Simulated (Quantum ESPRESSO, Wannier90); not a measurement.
**Wannier functions of Cd (hcp (Mg type))**

```
begin unit_cell_cart
ang
    2.9584699236    0.0000000000    0.0000000000
   -1.4792349618    2.5621101102    0.0000000000
    0.0000000000    0.0000000000    5.8859300000
end unit_cell_cart
begin atoms_frac
Cd   0.3333333333 -0.3333333333  0.2500000000
Cd  -0.3333333333  0.3333333333 -0.2500000000
end atoms_frac
```

Materials Project entry mp-94; symmetrised, unrelaxed at this level. This is the element's usual structure. Level: PBEsol, no spin polarisation, no spin-orbit coupling; pw.x of Quantum ESPRESSO at 82 Ry with PseudoDojo potentials, 6×6×4 k-points, Wannier90. Density: 18×18×8 mesh, cold smearing 0.01 Ry.

A tight-binding model is made by disentanglement and projection with no localisation steps (num_iter = 0), so the 18 orbitals stay atom-like: hydrogen-like Cd: s;p;d, axes along x, y, z; frozen window up to 1.50 eV relative to the Fermi level. It follows pw.x to 24 meV rms for states up to 1.0 eV relative to the Fermi level. Matrix elements depend on this choice of orbitals and windows.

Problem. What are the on-site energies relative to the Fermi level, and how fast do the hoppings decay?

Solution. 
```
atom    orbitals  energy (eV)
----  ----------  -----------
Cd1            s        -0.03
Cd1           pz         5.61
Cd1        px py         6.97
Cd1          dz2        -8.83
Cd1      dxz dyz        -8.78
Cd1   dx2-y2 dxy        -8.87
Cd2            s        -0.03
Cd2           pz         5.62
Cd2        px py         6.97
Cd2          dz2        -8.83
Cd2      dxz dyz        -8.78
Cd2   dx2-y2 dxy        -8.87
```

```csv
distance of the centres (Å),largest modulus (eV)
2–3,2.7
3–4,1.3
4–5,0.092
5–6,0.35
6–7,0.075
```
